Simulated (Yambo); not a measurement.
Yambo run on SrNH (space group Pnma, No. 62). The wavefunctions are norm-conserving LDA (Quantum ESPRESSO, 84 Ry, scalar-relativistic) ones on a 2×4×2 mesh (32 occupied bands); a = 7.542 Å, b = 3.953 Å, c = 5.600 Å, α = 90.00°, β = 90.00°, γ = 90.00°.

Yambo input:

```
rim_cut
gw0
dyson
el_el_corr
HF_and_locXC
ppa
em1d
RandQpts= 1000000
RandGvec= 1 Ry
EXXRLvcs= 84 Ry
VXCRLvcs= 336 Ry
Chimod= "HARTREE"
% BndsRnXp
 1 | 243 |
%
NGsBlkXp= 1 Ry
% LongDrXp
 1.0 | 1.0 | 1.0 |
%
PPAPntXp= 27.2114 eV
% GbndRnge
 1 | 243 |
%
GTermKind= "BG"
DysSolver= "n"
ExtendOut
% QPkrange
 1 | 1 | 32 | 33 |
 5 | 5 | 33 | 33 |
%
```

k points by index: 1 = Γ, 5 = (0, -0.5, 0).

Resulting energies as the program prints them:

```
#    K-point    Band    Eo [eV]    E [eV]    E-Eo [eV]    Vxc [eV]    Vnlxc [eV]    Sc|Eo [eV]    Sc|E [eV]    dSc/dw|Eo [eV]    Re(Z)    Im(Z)
#
    1    32    0.000000    -0.481523    -0.481523    -15.78686    -19.32997    2.964406    3.061593    -5.490749    0.832096    -0.001327
    1    33    1.896955    3.033827    1.136872    -9.513747    -4.782600    -3.397153    -3.594274    -4.717707    0.852243    -0.001022
    5    33    1.851865    3.027374    1.175509    -9.904596    -5.099894    -3.424006    -3.629193    -4.749362    0.851399    -0.001034
```
(The two width columns are left out.) Convergence of these settings isn't established.

Geometry of the Materials Project entry, not relaxed at this level.

The structure is a Materials Project entry; no match was found in the copy of COD used, and its stability was not checked.
